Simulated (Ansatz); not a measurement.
Molecular dynamics of AgB2

The computed numbers are results of PBE, scalar-relativistic (no spin polarisation) in the plane-wave PAW code Ansatz at 420 eV, 3×3×4 k-mesh, Gaussian smearing of 0.05 eV. The datasets are Ansatz's generated set soft_2.

The chain of runs began from a cell as deposited in COD, expanded in volume.

A 2×2×1 supercell of the relaxed crystal (12 atoms) starts from its ideal positions with Maxwell–Boltzmann velocities for 300 K; NVT with a Langevin thermostat, time step 1.5 fs.

```xyz
12
Lattice="6.042 0.000 0.000 -3.021 5.232 0.000 0.000 0.000 4.063" Properties=species:S:1:pos:R:3 pbc="T T T"
Ag    0.000    0.000    0.000
B     0.000    1.744    2.031
B     1.510    0.872    2.031
Ag   -1.510    2.616    0.000
B    -1.510    4.360    2.031
B     0.000    3.488    2.031
Ag    3.021    0.000    0.000
B     3.021    1.744    2.031
B     4.531    0.872    2.031
Ag    1.510    2.616    0.000
B     1.510    4.360    2.031
B     3.021    3.488    2.031
```

Problem. How do temperature, potential energy and pressure develop over the first steps?

Solution. Kinetic energy flows into the lattice: the temperature goes from 275 K to a minimum of 178 K at 18 fs and stands at 285 K after 45 fs, with the potential energy 12 meV/atom over the start. Starting from the bottom of their wells, the modes swing together and trade kinetic for potential energy, and the thermostat adds or takes energy besides: kinetic plus potential energy has changed by 13 meV/atom at the last step. On so few atoms its random kicks make the temperature jump from step to step. The run is far too short for thermal averages. The temperature counts 3N degrees of freedom, and the pressure holds the kinetic part.

```tsv
t (fs)	T (K)	E_pot − E_pot(0) (meV/atom)	P (GPa)	rms shift (Å)
0.0	275	0.0	0.89	0.000
1.5	275	0.3	0.90	0.010
3.0	281	1.2	0.94	0.019
4.5	272	2.5	0.99	0.029
6.0	280	4.3	1.07	0.038
7.5	254	6.6	1.12	0.048
9.0	238	9.1	1.19	0.056
10.5	208	11.5	1.23	0.065
12.0	203	13.5	1.28	0.072
13.5	189	14.8	1.28	0.078
15.0	182	15.8	1.28	0.084
16.5	184	16.5	1.27	0.089
18.0	178	17.0	1.26	0.094
19.5	180	17.3	1.25	0.098
21.0	183	17.6	1.22	0.102
22.5	183	17.9	1.20	0.106
24.0	191	18.3	1.20	0.110
25.5	200	18.8	1.22	0.113
27.0	223	19.3	1.26	0.116
28.5	197	19.8	1.26	0.119
30.0	194	20.0	1.30	0.122
31.5	191	19.8	1.35	0.124
33.0	186	19.2	1.38	0.126
34.5	190	18.6	1.44	0.128
36.0	213	17.7	1.51	0.131
37.5	226	16.6	1.57	0.134
39.0	233	15.6	1.61	0.138
40.5	250	14.5	1.67	0.141
42.0	251	13.4	1.70	0.145
43.5	257	12.5	1.73	0.149
45.0	285	11.8	1.80	0.153
```

Problem. At t = 25.5 fs the atoms stand as follows. Give the forces (eV/Å).
```xyz
12
Lattice="6.042 0.000 0.000 -3.021 5.232 0.000 0.000 0.000 4.063" Properties=species:S:1:pos:R:3 pbc="T T T"
Ag   -0.050    0.009    0.029
B    -0.057    1.740    2.171
B     1.516    1.044    2.036
Ag   -1.472    2.569   -0.070
B    -1.532    4.487    1.955
B    -0.048    3.537    2.116
Ag    3.058   -0.044   -0.024
B     3.012    1.851    2.060
B     4.439    0.915    2.006
Ag    1.509    2.627    0.004
B     1.481    4.411    2.085
B     3.031    3.632    2.050
```

Solution. 
```
atom     Fx     Fy     Fz
 Ag1   0.28  -0.09   0.00
  B2  -0.02   0.47  -0.64
  B3  -0.34  -0.67   0.05
 Ag4  -0.22   0.20   0.52
  B5   0.23  -0.06   0.31
  B6   0.08   0.16  -0.34
 Ag7  -0.28   0.09   0.17
  B8  -0.11   0.27  -0.39
  B9   0.61   0.30   0.35
Ag10   0.15  -0.11   0.37
 B11  -0.16  -0.06  -0.17
 B12  -0.24  -0.50  -0.22
```

The k-mesh is coarse, so small energy differences aren't converged.
